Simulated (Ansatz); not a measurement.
# What strain does to SnSe2 (CdI2 type)

SnSe2 (CdI2 type), relaxed with r2SCAN+rVV10 in Ansatz. It is trigonal, P-3m1 (No. 164); conventional cell a = 3.825 Å, c = 6.227 Å, 26.30 Å³ an atom. Around Sn lie 6 Se at 2.71 Å; around Se lie 3 Sn at 2.71 Å.

The axes x, y and z are those of this cell:
```xyz
3
Lattice="3.8251 0.0000 0.0000 -1.9126 3.3127 0.0000 0.0000 0.0000 6.2271" Properties=species:S:1:pos:R:3 pbc="T T T"
Sn    0.0000    0.0000    0.0000
Se    0.0000    2.2085    1.5759
Se    1.9126    1.1042    4.6511
```

Unstrained: PBE gives an indirect gap of 0.629 eV, from k = (-0.089, 0.172, 0) to k = (0, 0.458, 0.344); the least direct gap is 1.132 eV at Γ. The r2SCAN gap is indirect, 0.916 eV (k = (-0.089, 0.172, 0) to k = (0, 0.458, 0.344)), below the direct gap of 1.491 eV at k = (0, 0.417, 1/4). With HSE06 the valence top lies at k = (-0.089, 0.172, 0) and the conduction bottom at k = (0, 0.458, 0.344), 1.296 eV higher; the smallest vertical gap, at k = (0, 0.458, 0.344), is 1.884 eV. The r2SCAN+SOC gap is indirect, 0.889 eV (Γ–M (0.33 of the way from Γ) to k = (0, 0.458, 0.344)), below the direct gap of 1.471 eV at k = (0, 0.458, 0.344). Meshes: PBE 12×12×4, r2SCAN 12×12×4, HSE06 6×6×4, r2SCAN+SOC 12×12×4. Strains are changes of length per length. After each strain the atoms were relaxed again with r2SCAN+rVV10 in this cell and within any symmetry left, so distortions that break it or need a larger cell weren't tested; points keep the names that they have in the unstrained zone. No magnetic order and no zero-point or thermal motion.

Changes of the least gap in eV (an overlap counts as a negative gap):

| strain | volume change (%) | space group | PBE | r2SCAN | HSE06 | r2SCAN+SOC | G0W0@PBE (mesh) |
| --- | --- | --- | --- | --- | --- | --- | --- |
| uniaxial -4.0 % along z | -4.0 | P-3m1 | -0.231 | -0.235 | -0.257 | – | -0.09 |
| uniaxial -3.0 % along z | -3.0 | P-3m1 | -0.171 | -0.173 | -0.189 | – | -0.05 |
| uniaxial -2.0 % along z | -2.0 | P-3m1 | -0.111 | -0.112 | -0.122 | – | -0.01 |
| uniaxial -1.0 % along z | -1.0 | P-3m1 | -0.054 | -0.055 | -0.060 | – | +0.01 |
| uniaxial +1.0 % along z | +1.0 | P-3m1 | +0.022 | +0.025 | -0.012 | – | -0.01 |
| uniaxial +2.0 % along z | +2.0 | P-3m1 | +0.029 | +0.030 | -0.004 | – | -0.01 |
| uniaxial +3.0 % along z | +3.0 | P-3m1 | +0.035 | +0.036 | +0.004 | – | -0.01 |
| uniaxial +4.0 % along z | +4.0 | P-3m1 | +0.042 | +0.041 | +0.012 | – | -0.01 |

Unstrained, G0W0@PBE with 329 empty bands, a screening cutoff of 150 eV and a 6×6×2 mesh gives 1.29 eV on its mesh; the band count follows the volume. G0W0 here is at a finite number of bands, screening cutoff and k mesh, not at the basis limit.

Uniaxial -4.0 % along z, other directions held. HSE06: the gap goes from 1.296 to 1.040 eV (-0.257 eV); the edges go from (-0.089, 0.172, 0) → (0, 0.458, 0.344) to Γ–K (0.21) → (0, 0.438, 1/3). Stress change with PBE, compression positive: xx +0.82, yy +0.82, zz +1.40 GPa.

Uniaxial -3.0 % along z, other directions held. HSE06: the gap goes from 1.296 to 1.107 eV (-0.189 eV). Stress change with PBE, compression positive: xx +0.56, yy +0.56, zz +0.96 GPa.

Uniaxial -2.0 % along z, other directions held. HSE06: the gap goes from 1.296 to 1.174 eV (-0.122 eV). Stress change with PBE, compression positive: xx +0.35, yy +0.35, zz +0.60 GPa.

Uniaxial -1.0 % along z, other directions held. HSE06: the gap goes from 1.296 to 1.237 eV (-0.060 eV). Stress change with PBE, compression positive: xx +0.16, yy +0.16, zz +0.27 GPa.

Uniaxial +1.0 % along z, other directions held. HSE06: the gap goes from 1.296 to 1.285 eV (-0.012 eV); the edges go from (-0.089, 0.172, 0) → (0, 0.458, 0.344) to (0, 0.151, -0.141) → (0, 0.461, 0.349). Stress change with PBE, compression positive: xx -0.16, yy -0.16, zz -0.28 GPa.

Uniaxial +2.0 % along z, other directions held. HSE06: the gap goes from 1.296 to 1.293 eV (-0.004 eV); the edges go from (-0.089, 0.172, 0) → (0, 0.458, 0.344) to (0, 0.148, -0.141) → (0, 0.466, 0.352). Stress change with PBE, compression positive: xx -0.28, yy -0.28, zz -0.50 GPa.

Uniaxial +3.0 % along z, other directions held. HSE06: the gap goes from 1.296 to 1.301 eV (+0.004 eV); the edges go from (-0.089, 0.172, 0) → (0, 0.458, 0.344) to Γ–L (0.29) → (0, 0.469, 0.357). Stress change with PBE, compression positive: xx -0.39, yy -0.39, zz -0.68 GPa.

Uniaxial +4.0 % along z, other directions held. HSE06: the gap goes from 1.296 to 1.308 eV (+0.012 eV); the edges go from (-0.089, 0.172, 0) → (0, 0.458, 0.344) to Γ–L (0.29) → (0, 0.474, 0.365). Stress change with PBE, compression positive: xx -0.49, yy -0.49, zz -0.84 GPa.

Only the levels marked +SOC include spin-orbit coupling.

Where an edge lies off the special points, it is a point of the mesh or the k point where a search put PBE's edge or least direct gap, reused for the other functionals, whose own edges may lie a little apart.

Coordinates of k points refer to the reciprocal vectors of the primitive cell of the runs.

The meshes of the hybrids are coarse, so their gaps aren't converged to the digits shown.
